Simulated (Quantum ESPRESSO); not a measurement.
Ta3InAgCu3, input and log of a self-consistent run

Computed values, not a measurement. The program is pw.x of Quantum ESPRESSO 7.5 (plane-wave density functional theory). The cell is made up: eight metal atoms on a face-centred cubic lattice, with elements, volume, strain and displacements drawn at random and not relaxed, so it may be unstable or far from any real phase. PseudoDojo standard norm-conserving files set the functional (PBE unless stated); there is no spin polarisation or spin-orbit coupling, the Fermi-Dirac width of 0.25 eV means electrons at about 2900 K, and the masses in the input are unused placeholders. The copper pseudopotential is less sure than most, with forces differing by about three percent and pressure by about two GPa from a second method on plain copper. Heavy elements are run without spin-orbit coupling, which real alloys of them have. A spin test at this wide smearing found no moment, but such smearing suppresses magnetism that the real alloy may have.

Input:

```
&control calculation='scf', pseudo_dir='./dojo.nc.sr.pbe.v0_5.standard.upf', outdir='./o', disk_io='minimal', tprnfor=.true., tstress=.true. /
&system ibrav=0, nat=8, ntyp=4, nbnd=76, ecutwfc=92.02030273, nosym=.true., tot_charge=0,
 occupations='smearing', smearing='fd', degauss=0.0183746611
/
&electrons conv_thr=1.470e-08, electron_maxstep=70, mixing_beta=0.5 /
ATOMIC_SPECIES
Ag 1.0 Ag.upf
Cu 1.0 Cu.upf
In 1.0 In.upf
Ta 1.0 Ta.upf
CELL_PARAMETERS angstrom
0.1212 3.9463 3.9882
4.0859 0.051 4.0585
4.0754 4.006 0.0614
ATOMIC_POSITIONS angstrom
Ta -0.0336 0.0177 -0.0078
In 2.0187 1.9605 0.0697
Ta 2.0889 0.0076 2.043
Ag 4.0923 2.0572 1.9929
Ta 0.0681 1.9518 2.0247
Cu 2.0375 3.9392 2.0153
Cu 2.1052 2.0562 4.0281
Cu 4.1462 3.9987 4.0857
K_POINTS automatic
5 5 5 1 1 1
```

The log is shortened where brackets say so; the opening notice, blank lines, dates and the lines on written files are dropped, and the path of the files is cut. It prints rydbergs, bohrs and kilobars, and counts compression as positive stress. Its total energy is the free energy E - TS of the whole cell.

```
     Program PWSCF v.7.5
     Parallel version (MPI & OpenMP), running on       4 processor cores
     Number of MPI processes:                 4
     Threads/MPI process:                     1
     [start-up lines left out]
     bravais-lattice index     =            0
     lattice parameter (alat)  =      10.6050  a.u.
     unit-cell volume          =     855.4329 (a.u.)^3
     number of atoms/cell      =            8
     number of atomic types    =            4
     number of electrons       =       128.00
     number of Kohn-Sham states=           76
     kinetic-energy cutoff     =      92.0203  Ry
     charge density cutoff     =     368.0812  Ry
     scf convergence threshold =      1.5E-08
     mixing beta               =       0.5000
     number of iterations used =            8  plain     mixing
     Exchange-correlation= PBE
                           (   1   4   3   4   0   0   0)
     [axes and pseudopotential details left out]
   Cartesian axes
     site n.     atom                  positions (alat units)
         1        Ta     tau(   1) = (  -0.0059872   0.0031540  -0.0013899  )
         2        In     tau(   2) = (   0.3597161   0.3493453   0.0124200  )
         3        Ta     tau(   3) = (   0.3722252   0.0013543   0.3640461  )
         4        Ag     tau(   4) = (   0.7292149   0.3665765   0.3551187  )
         5        Ta     tau(   5) = (   0.0121349   0.3477950   0.3607852  )
         6        Cu     tau(   6) = (   0.3630661   0.7019337   0.3591102  )
         7        Cu     tau(   7) = (   0.3751297   0.3663983   0.7177750  )
         8        Cu     tau(   8) = (   0.7388194   0.7125361   0.7280388  )
     number of k points=    63  Fermi-Dirac smearing, width (Ry)=  0.0184
                       cart. coord. in units 2pi/alat
        k(    1) = (   0.0676991   0.0701548   0.0692381), wk =   0.0320000
        k(    2) = (   0.2077086   0.2100832  -0.0734750), wk =   0.0320000
     [further k points left out]
     Dense  grid:   102029 G-vectors     FFT dimensions: (  72,  72,  72)
     Estimated max dynamical RAM per process >     440.16 MB
     Estimated total dynamical RAM >       1.65 GB
     Initial potential from superposition of free atoms
     starting charge     127.9919, renormalised to     128.0000
     Starting wfcs are   79 randomized atomic wfcs
     total cpu time spent up to now is       10.6 secs
     per-process dynamical memory:   350.2 Mb
     Self-consistent Calculation
     iteration #  1     ecut=    92.02 Ry     beta= 0.50
     Davidson diagonalization with overlap
     ethr =  1.00E-02,  avg # of iterations =  5.1
     total cpu time spent up to now is       36.3 secs
     total energy              =   -1964.28790604 Ry
     estimated scf accuracy    <      10.70945440 Ry
     iteration #  2     ecut=    92.02 Ry     beta= 0.50
     Davidson diagonalization with overlap
     ethr =  8.37E-03,  avg # of iterations =  3.0
     total cpu time spent up to now is       60.5 secs
     total energy              =   -1969.51726019 Ry
     estimated scf accuracy    <      26.33382117 Ry
     iteration #  3     ecut=    92.02 Ry     beta= 0.50
     Davidson diagonalization with overlap
     ethr =  8.37E-03,  avg # of iterations =  2.2
     total cpu time spent up to now is       80.6 secs
     total energy              =   -1971.03912935 Ry
     estimated scf accuracy    <       3.36434305 Ry
     iteration #  4     ecut=    92.02 Ry     beta= 0.50
     Davidson diagonalization with overlap
     ethr =  2.63E-03,  avg # of iterations =  2.7
     total cpu time spent up to now is      100.3 secs
     total energy              =   -1970.91991017 Ry
     estimated scf accuracy    <       1.07253220 Ry
     iteration #  5     ecut=    92.02 Ry     beta= 0.50
     Davidson diagonalization with overlap
     ethr =  8.38E-04,  avg # of iterations =  5.8
     total cpu time spent up to now is      123.5 secs
     total energy              =   -1971.02664766 Ry
     estimated scf accuracy    <       0.06551572 Ry
     [iterations 6 to 11 left out]
     iteration # 12     ecut=    92.02 Ry     beta= 0.50
     Davidson diagonalization with overlap
     ethr =  8.05E-08,  avg # of iterations =  1.2
     total cpu time spent up to now is      271.2 secs
     total energy              =   -1971.04133251 Ry
     estimated scf accuracy    <       0.00002147 Ry
     iteration # 13     ecut=    92.02 Ry     beta= 0.50
     Davidson diagonalization with overlap
     ethr =  1.68E-08,  avg # of iterations =  2.0
     total cpu time spent up to now is      292.0 secs
     total energy              =   -1971.04133670 Ry
     estimated scf accuracy    <       0.00000411 Ry
     iteration # 14     ecut=    92.02 Ry     beta= 0.50
     Davidson diagonalization with overlap
     ethr =  3.21E-09,  avg # of iterations =  2.6
     total cpu time spent up to now is      311.6 secs
     total energy              =   -1971.04133708 Ry
     estimated scf accuracy    <       0.00000037 Ry
     iteration # 15     ecut=    92.02 Ry     beta= 0.50
     Davidson diagonalization with overlap
     ethr =  2.85E-10,  avg # of iterations =  3.6
     total cpu time spent up to now is      333.3 secs
     total energy              =   -1971.04133715 Ry
     estimated scf accuracy    <       0.00000005 Ry
     iteration # 16     ecut=    92.02 Ry     beta= 0.50
     Davidson diagonalization with overlap
     ethr =  4.18E-11,  avg # of iterations =  2.4
     total cpu time spent up to now is      354.1 secs
     End of self-consistent calculation
     [lines on levels left out]
!    total energy              =   -1971.04133716 Ry
     estimated scf accuracy    <          6.3E-09 Ry
     smearing contrib. (-TS)   =      -0.09045009 Ry
     internal energy E=F+TS    =   -1970.95088707 Ry
     The total energy is F=E-TS. E is the sum of the following terms:
     one-electron contribution =    -938.90754318 Ry
     hartree contribution      =     545.42568759 Ry
     xc contribution           =    -315.28461902 Ry
     ewald contribution        =   -1262.18441245 Ry
     convergence has been achieved in  16 iterations
     Forces acting on atoms (cartesian axes, Ry/au):
     atom    1 type  4   force =    -0.00319944    0.00328670    0.00287337
     atom    2 type  3   force =     0.00788579    0.01679008   -0.02701599
     atom    3 type  4   force =    -0.01591845   -0.00210079    0.00836418
     atom    4 type  1   force =     0.00201348   -0.00604143    0.01801005
     atom    5 type  4   force =    -0.00827712   -0.00809005    0.00828665
     atom    6 type  2   force =     0.00476424    0.00789953    0.00074499
     atom    7 type  2   force =     0.00775444   -0.00641388   -0.00560942
     atom    8 type  2   force =     0.00497707   -0.00533016   -0.00565384
     Total force =     0.047980     Total SCF correction =     0.000436
     Computing stress (Cartesian axis) and pressure
          total   stress  (Ry/bohr**3)                   (kbar)     P=       93.45
   0.00060089   0.00021724  -0.00036938           88.39       31.96      -54.34
   0.00021724   0.00063272  -0.00036739           31.96       93.08      -54.05
  -0.00036938  -0.00036739   0.00067227          -54.34      -54.05       98.89
     init_run     :      8.80s CPU      9.11s WALL (       1 calls)
     electrons    :    337.51s CPU    343.53s WALL (       1 calls)
     forces       :      2.65s CPU      2.70s WALL (       1 calls)
     stress       :      9.09s CPU      9.34s WALL (       1 calls)
     [timing details left out]
     PWSCF        :   5m59.59s CPU   6m 6.24s WALL
     JOB DONE.
```

In other units: free energy -26817.384 eV for the cell, pressure 9.35 GPa, largest force component 0.695 eV/Å in size. The run took 368 s of wall time with four MPI processes on a shared machine (Intel Xeon, 2023 or later, virtual cores), so the time is rough. A rerun of this cell at a higher cutoff and on a denser mesh moved values by no more than 0.003 eV in energy, 0.02 GPa in stress and 0.004 eV/Å in force, and a second program with other atomic files agreed on that cell to 2 % rms in force and 0.5 GPa in pressure.